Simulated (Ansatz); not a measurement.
GaPt, in the lowest among the structures calculated here: P2₁3 (No. 198), cP8, AFLOW prototype AB_cP8_198_a_a (B20, as in FeSi); a = 4.903 Å, b = 4.903 Å, c = 4.903 Å, α = 90.00°, β = 90.00°, γ = 90.00°; Ga 4a (0.593, 0.593, 0.593); Pt 4a (0.898, 0.898, 0.898). Computed with PBEsol (plane waves to 420 eV, PAW, scalar-relativistic; Ansatz, a quantum-chemistry and plane-wave program). Element references, the lowest calculated here: Pt (Fm-3m), Ga (Cmce).

Question: What is the computed formation energy of this P2₁3 form of GaPt from the elements (PBEsol)?

Answer: -0.66 eV/atom.

Static energies, no anion corrections, no zero-point energy. Values are rounded to 0.01 eV/atom. Spin-orbit coupling is missing from these energies, which matters for elements this heavy. The compounds carry no spin polarisation.
